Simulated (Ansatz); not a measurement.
MgGaNO:
```
MgGaNO
1.0
    3.23196     0.00000     0.00000
   -1.61598     2.79896     0.00000
    0.00000     0.00000     5.15890
Ga Mg O N
1 1 1 1
Direct
  0.33333   0.66667   0.50664
  0.66667   0.33333   0.00931
  0.33333   0.66667   0.12889
  0.66667   0.33333   0.60515
```

Cartesian axes are those of the cell as given.

Task: Give the proper piezoelectric stress tensor with relaxed ions from DFT-r²SCAN in the program Ansatz with PAW potentials.

Result: In C/m², rows x, y, z, Voigt columns; mesh uncertainty up to 0.00.
```
 0.00   0.00   0.00   0.00   0.47   0.11
 0.11  -0.11   0.00   0.47   0.00   0.00
 0.65   0.65  -1.31   0.00   0.00   0.00
```

The elastic tensor of the same run (GPa):

```
      1     2     3     4     5     6
-  ----  ----  ----  ----  ----  ----
1   287   119  95.3   1.3   0.0   0.0
2   119   287  95.3  -1.3   0.0   0.0
3  95.3  95.3   223   0.0   0.0   0.0
4   1.3  -1.3   0.0  63.5   0.0   0.0
5   0.0   0.0   0.0   0.0  63.5   1.3
6   0.0   0.0   0.0   0.0   1.3  84.0
```

Task: Convert to strain constants d = e·S.

Result: In pC/N:
```
 0.0   0.0   0.0   0.0   7.4   1.2
 0.6  -0.6   0.0   7.4   0.0   0.0
 3.7   3.7  -9.1   0.0   0.0   0.0
```

Space group P3m1. The start of the workflow was typed in or built on a structure type; neither database checked (COD, Materials Project) lists it. Whether it is the stable phase at ambient conditions was not checked. Symmetry was held in the r²SCAN relaxation; its stability against distortions is not shown here. The volume moved by -18 % from the start of the relaxation. Signs of piezoelectric constants follow the polarity of the cell as given.

Potentials: the earlier of the program's two PAW sets. The files were generated under PBE; for other functionals the program regenerates the frozen cores, and for LDA and PBEsol the local potential too.
